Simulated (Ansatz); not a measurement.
Consider the following.

Si₂Mo:
```xyz
3
Lattice="-1.6008 1.6008 3.9093 1.6008 -1.6008 3.9093 1.6008 1.6008 -3.9093" Properties=species:S:1:pos:R:3 pbc="T T T"
Mo     0.0000     0.0000     0.0000
Si     0.0000     0.0000     2.6214
Si     0.0000     0.0000     5.1973
```

This is the r²SCAN-relaxed structure.

Question: All from r²SCAN in the plane-wave PAW code Ansatz, unless another level is named. Give the electronic character.

Answer: metallic (no gap).

Question: And the formation energy from the elements (no fitted shifts)?

Answer: -0.47 eV/atom.

Question: Give the density of states at the Fermi level.

Answer: 0.07 states/eV per atom (mean over ±0.08 eV).

Question: Predict the gap with spin–orbit coupling.

Answer: none (metallic).

Space group I4/mmm (MoSi2 or CaC2 type). Symmetry was held in the r²SCAN relaxation; of distortions, only those at the zone centre were tested. The run is not spin-polarised. The references are the lowest solids computed at this level, not always the standard phases. Scalar-relativistic: spin–orbit coupling is off unless named, which matters more the heavier the elements.

Potentials: the later of the program's two PAW sets.
